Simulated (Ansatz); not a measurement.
A trial structure of SiBr₅ was built thus: random cell by space group and Wyckoff sites (Immm, No. 71). Lengths were set from tabulated atomic sizes, so they are only a guess.

```
CELL_PARAMETERS angstrom
-3.34552 3.40575 4.04536
3.34552 -3.40575 4.04536
3.34552 3.40575 -4.04536
ATOMIC_POSITIONS crystal
Si 0.00000 0.00000 0.00000
Br 0.00000 0.50000 0.50000
Br 0.56784 0.34303 0.22481
Br 0.88177 0.65697 0.22481
Br 0.11823 0.34303 0.77519
Br 0.43216 0.65697 0.77519
```

Theory: DFT PBE, scalar-relativistic, plane waves, PAW (Ansatz 0.2.0). Cutoff 420 eV, Gaussian smearing, Γ-centred meshes. Cell and atoms relax first on a coarse mesh and then on a finer one. In between, the cell is made exact in the group found at 0.06 Å. In metals the finer mesh still leaves noise of several meV/atom or more. The steps can't lower the symmetry of their start. No spin polarisation.

A guess keeps its type if space group and coordination stay and the shape of the cell changes little (axis ratios within about 15 %, angles within 6°); the volume may change.

Q: Will the relaxed cell still be of the starting type?

A: It doesn't keep its type. The symmetry stays Immm (No. 71). The volume per atom grows by 28.6 %, from 30.7 to 39.5 Å³. The shortest distance goes from 2.26 Å (Br–Br) to 2.33 Å (Si–Br). Counting neighbours within 15 % of an atom's shortest distance, the start has Br 2/4, Si 6 and the end Br 1/2, Si 6. In detail, at the end around Si lie 4 Br at 2.33 Å and 2 Br at 2.64 Å; Br on a site of symmetry mmm is surrounded by 2 Si at 2.64 Å; Br on a site of symmetry m is surrounded by 1 Si at 2.33 Å.

```
Si Br
1.0
    -2.64381    3.39742    6.59680
     2.64381   -3.39742    6.59680
     2.64381    3.39742   -6.59680
Si Br
1 5
Direct
  0.00000 0.00000 0.00000
  0.00000 0.50000 0.50000
  0.88587 0.12581 0.76006
  0.36574 0.12581 0.23994
  0.63426 0.87419 0.76006
  0.11413 0.87419 0.23994
```

The last run used a 10×10×10 mesh for its 6-atom cell and Gaussian smearing of 0.10 eV. No dispersion correction is applied, so the spacing and binding between layers, chains or molecules are poorly described. An odd number of electrons in the primitive cell allows no gap without spin; a larger cell or a magnetic state could open one. The cell is a metal run without spin; a magnetic state may lie lower. Symmetry constrained the relaxation, so the result can be a saddle point. Another cell of SiBr5 relaxed alike, in F-43m, lies 123 meV/atom lower, so this cell isn't the stable form at this level.

In counts of neighbours, a slash parts the counts of unlike sites.
